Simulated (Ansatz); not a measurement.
# Cl: reading a single point

```
Cl
1.0
     3.10687    2.11574    0.00000
     3.10687   -2.11574    0.00000
     0.00000    0.00000   -8.19440
Cl
4
Direct
  0.13810 0.86190 0.88910
  0.36190 0.63810 0.38910
  0.86190 0.13810 0.11090
  0.63810 0.36190 0.61090
```

Level: PBE, no spin polarisation; 420 eV; 7×7×3 Γ-centred mesh; fermi-dirac occupations (width 0.1 eV); Ansatz 0.2.0, fixed geometry.

(1) Which orbitals make up the band edges?

(2) Where is the largest force?

(3) What is the band gap?

(4) What do density and ELF say about some of the short contacts?

(5) Is the cell too large or too small?

Origin: a known structure type with other elements, at an estimated volume, so it need not be a known compound.

Answers

(1) Within 0.7 eV of the edges, the states project mainly on Cl p (99 %) below the gap and on Cl p (95 %) above it.

(2) The largest is on Cl1 (and as large on other atoms): 1.36 eV/Å, components (0.00, -0.83, -1.08). It makes 5° with the line to a nearest neighbour, Cl3 at 2.16 Å, pointing towards it.

(3) The gap is 1.71 eV, indirect (the least direct gap found is 1.75 eV). A semilocal functional usually gives too small a gap.

(4) Cl–Cl at 2.16 Å: least valence density 0.79 e/Å³ and ELF 0.68 there, a shared, covalent-like contact. These are pseudo-fields; inside the PAW spheres they differ from the all-electron ones.

(5) The pressure is -2.3 GPa (compression positive), so with the atoms held at these fractions the cell would first shrink; the forces are large, so a full relaxation may end otherwise. The principal stresses -6.7, -2.4, 2.1 GPa differ, so its shape would change too.
